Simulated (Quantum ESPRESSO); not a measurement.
# Kohn-Sham bands of RbIO3 (R3m)

```yaml
crystal:
  lattice:
    - [3.18773, 1.84044, 2.62211]
    - [-3.18773, 1.84044, 2.62211]
    - [0.00000, -3.68087, 2.62211]
  atoms:
    - { symbol: Rb, position: [0.51564, 0.51564, 0.51564] }
    - { symbol: I, position: [0.00105, 0.00105, 0.00105] }
    - { symbol: O, position: [0.03653, 0.60194, 0.03653] }
    - { symbol: O, position: [0.03653, 0.03653, 0.60194] }
    - { symbol: O, position: [0.60194, 0.03653, 0.03653] }
```

Structure: Materials Project mp-27193, symmetrised, not relaxed again. Not found in the COD (Crystallography Open Database) copy used; not checked further. Method: PBEsol plane waves in Quantum ESPRESSO 7.5 (PseudoDojo norm-conserving files, 68 Ry, no spin polarisation, no spin-orbit coupling), Bloch states on a 6×6×6 mesh through Γ, Wannier90 4.0.1. Density: 8×8×8 mesh, cold smearing 0.01 Ry. Spin-orbit coupling is left out although heavy elements are present.

List the Kohn-Sham levels between −8 and 5.8 eV relative to the valence-band maximum at the high-symmetry points, as a band run of pw.x on that density gives them (levels within 2 meV counted together).


```csv
point,k (reciprocal lattice),levels (eV)
Γ,0.000 0.000 0.000,"-6.02 (×2), -5.81, -1.51 (×2), -1.21 (×2), -1.21, -1.05, 5.46"
T,0.500 0.500 0.500,"-3.84 (×2), -3.71, -2.33 (×2), -0.93 (×2), -0.52, 0.00, 2.78 (×2), 4.21"
H_2,0.505 0.495 0.500,"-3.85, -3.84, -3.70, -2.33 (×2), -0.93 (×2), -0.52, 0.00, 2.78 (×2), 4.21"
H_0,0.500 -0.495 0.495,"-3.85, -3.84, -3.70, -2.33 (×2), -0.93 (×2), -0.52, 0.00, 2.78 (×2), 4.21"
L,0.500 0.000 0.000,"-5.98, -5.98, -3.78, -1.85, -1.82, -1.38, -1.32, -1.07, -1.01, 4.25"
S_0,0.498 -0.498 0.000,"-5.95, -3.91, -3.84, -2.29, -2.13, -1.29, -1.28, -0.65, -0.47, 3.42, 4.10"
S_2,0.502 0.000 0.498,"-5.95, -3.91, -3.84, -2.29, -2.13, -1.29, -1.28, -0.65, -0.47, 3.42, 4.10"
F,0.500 0.000 0.500,"-5.95, -3.91, -3.84, -2.29, -2.13, -1.29, -1.28, -0.65, -0.47, 3.42, 4.10"
```
